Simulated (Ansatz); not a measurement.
## FeC₈: computed property card

FeC$_{8}$:
```
CELL_PARAMETERS angstrom
      3.37066     0.00000     0.00000
      0.00000     4.98800     0.00000
      0.00000     0.00000     8.63462
ATOMIC_POSITIONS crystal
  C  0.00000 0.25219 0.08398
  C  0.00000 0.50000 0.33171
  C  0.00000 0.50000 0.83321
  C  0.00000 0.74781 0.08398
  C  0.00000 0.25219 0.91602
  C  0.00000 0.50000 0.16679
  C  0.00000 0.50000 0.66829
  C  0.00000 0.74781 0.91602
  Fe 0.50000 0.00000 0.00000
  C  0.00000 0.75219 0.58398
  C  0.00000 0.00000 0.83171
  C  0.00000 0.00000 0.33321
  C  0.00000 0.24781 0.58398
  C  0.00000 0.75219 0.41602
  C  0.00000 0.00000 0.66679
  C  0.00000 0.00000 0.16829
  C  0.00000 0.24781 0.41602
  Fe 0.50000 0.50000 0.50000
```
The run is spin-polarised; directions of the spins, atom by atom: 0 0 0 0 0 0 0 0 ↑ 0 0 0 0 0 0 0 0 ↓.

Space group P6/mmm (No. 191); conventional cell a = 4.9859 Å, b = 4.9859 Å, c = 3.3707 Å, α = 90.00°, β = 90.00°, γ = 120.00°.

Method: PBE+D3(BJ) (plane waves, PAW; program Ansatz). Geometry: relaxed at this level of theory. Other levels are named where they apply.

Cell and energy:

```yaml
volume_per_atom: 8.07 Å³
density: 3.48 g/cm³
Formation energy from the elements (no fitted shifts): 0.33 eV/atom
```

Electronic structure:

```yaml
electronic_character: metallic (no gap)
Density of states at the Fermi level: 0.11 states/eV per atom (mean over ±0.08 eV)
```

Magnetism:

```yaml
magnetic_order: antiferromagnetic
net_moment: 0.00 μB per atom
```

The cell is a constructed one: a structure type filled with these elements; neither database checked (COD, Materials Project) lists it. Whether it is the stable phase at ambient conditions was not checked. Symmetry was held in the PBE+D3(BJ) relaxation, as lowered by the spin order; its stability against distortions is not shown here. The final state is antiferromagnetic, chosen from 4 collinear starts compared on coarse meshes (ties went to the first, and starts can fall back to one state), not a proven ground state. Point labels and valley counts follow the cell and symmetry of the run, lower than the named group. The references are the lowest solids computed at this level, not always the standard phases.

Potentials: the later of the program's two PAW sets.
